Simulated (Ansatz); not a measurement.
GaCuSe2 (chalcopyrite)

```
CELL_PARAMETERS angstrom
     -2.80414     2.80414     5.54875
      2.80414    -2.80414     5.54875
      2.80414     2.80414    -5.54875
ATOMIC_POSITIONS crystal
  Cu 0.75000 0.25000 0.50000
  Cu 0.00000 0.00000 0.00000
  Ga 0.25000 0.75000 0.50000
  Ga 0.50000 0.50000 0.00000
  Se 0.12134 0.12500 0.49634
  Se 0.62866 0.62500 0.50366
  Se 0.37500 0.87866 0.00366
  Se 0.87500 0.37134 0.99634
```

This relaxed cell (volume V₀) is scaled evenly in all directions, its shape held. The atoms relax within the cell's symmetry.

The numbers are results of r2SCAN (plane waves to 500 eV, PAW, scalar-relativistic; Ansatz, a program for electronic structure), not measurements. k mesh 8×8×8 (Γ-centred), Fermi-Dirac smearing 0.05 eV. The energy includes the smearing's −TS. Stress and pressure are positive under compression. With the shape held, the modulus is that of even scaling; a crystal free to change shape is softer. GaCuSe2 is run without spin polarisation. GaCuSe2 was relaxed with its symmetry unable to fall. The zero of ΔE is the relaxed starting cell.

```json
[
 {"V (Å³/atom)": "18.325", "ΔE (meV/atom)": "169.8"},
 {"V (Å³/atom)": "19.023", "ΔE (meV/atom)": "101.2"},
 {"V (Å³/atom)": "19.721", "ΔE (meV/atom)": "53.1"},
 {"V (Å³/atom)": "20.419", "ΔE (meV/atom)": "22.1"},
 {"V (Å³/atom)": "21.117", "ΔE (meV/atom)": "5.2"},
 {"V (Å³/atom)": "21.815", "ΔE (meV/atom)": "0.0"},
 {"V (Å³/atom)": "22.514", "ΔE (meV/atom)": "4.6"},
 {"V (Å³/atom)": "23.212", "ΔE (meV/atom)": "17.2"},
 {"V (Å³/atom)": "23.910", "ΔE (meV/atom)": "36.6"},
 {"V (Å³/atom)": "24.608", "ΔE (meV/atom)": "61.5"},
 {"V (Å³/atom)": "25.306", "ΔE (meV/atom)": "withheld"}
]
```

Question: Fit a third-order Birch-Murnaghan form (E₀, V₀, B₀, B₀′ free) to the given rows and predict ΔE at V = 25.306.

Answer: Least squares on the 10 given rows: ΔE = E₀ + (9V₀B₀/16)·y²·[2 + (B₀′ − 4)y], y = (V₀/V)^(2/3) − 1, with V₀ = 21.817 Å³/atom, B₀ = 69.57 GPa (160.2 GPa = 1 eV/Å³; the term in eV is multiplied by 1000), B₀′ = 4.78, E₀ = 0.02 meV/atom; root-mean-square residual 0.03 meV/atom. At 25.306 the fit gives 91.1 meV/atom; the calculation gives 91.0 meV/atom, so the extrapolation is off by 0.1 (+0.1 %). For the pressure the fit gives -7.3 GPa against the computed -7.2 GPa.

(A scan under strain: stresses follow from slopes of the energy per volume, elastic moduli from its curvatures.)
